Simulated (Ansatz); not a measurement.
CaF2:
Space group Fm-3m (No. 225); a = b = c = 5.420 Å, α = β = γ = 90.00°

```
atom  site  symmetry       x       y       z
----  ----  --------  ------  ------  ------
Ca      4a      m-3m  0.0000  0.0000  0.0000
F       8c      -43m  0.2500  0.2500  0.2500
```
(The calculation used a cell of 3 atoms; values per cell refer to that cell.)

Relaxed with PBEsol. DFT-PBEsol in the program Ansatz with PAW potentials gives a gap of 7.25 eV.

What gap does HSE06 give on the same cell (Ansatz, PAW)?

9.51 eV, 2.27 eV more. The hybrid was solved on a coarser mesh and at special points; its gap is the smallest among all of these.

| k | v1 PBEsol | c1 PBEsol | v1 HSE06 | c1 HSE06 |
|---|---|---|---|---|
| Γ | -0.26 | 7.25 | -0.27 | 9.51 |
| X | 0.00 | 8.09 | (withheld) | (withheld) |
| L | -0.86 | 9.45 | (withheld) | (withheld) |
| W | -0.09 | 8.43 | (withheld) | (withheld) |
| K | -0.10 | 8.36 | (withheld) | (withheld) |

Top valence (v1) and lowest conduction level (c1) in eV from each method's valence maximum (which need not be a listed point): supply the withheld HSE06 values.


- X, v1 HSE06: 0.00
- X, c1 HSE06: 10.53
- W, v1 HSE06: -0.10
- W, c1 HSE06: 10.89
- L, v1 HSE06: -0.90
- L, c1 HSE06: 12.14
- K, v1 HSE06: -0.10
- K, c1 HSE06: 10.82

Cost on shared cores: the PBEsol run (SCF on a 9×9×9 mesh, then bands and DOS) about 12 core-seconds (a rough figure), the HSE06 run (SCF on 7×7×7, then a few points) very roughly 2.4 core-minutes; the tasks are unlike.

The PBEsol relaxation kept the symmetry of its start.

Potentials: the earlier of the program's two PAW sets.
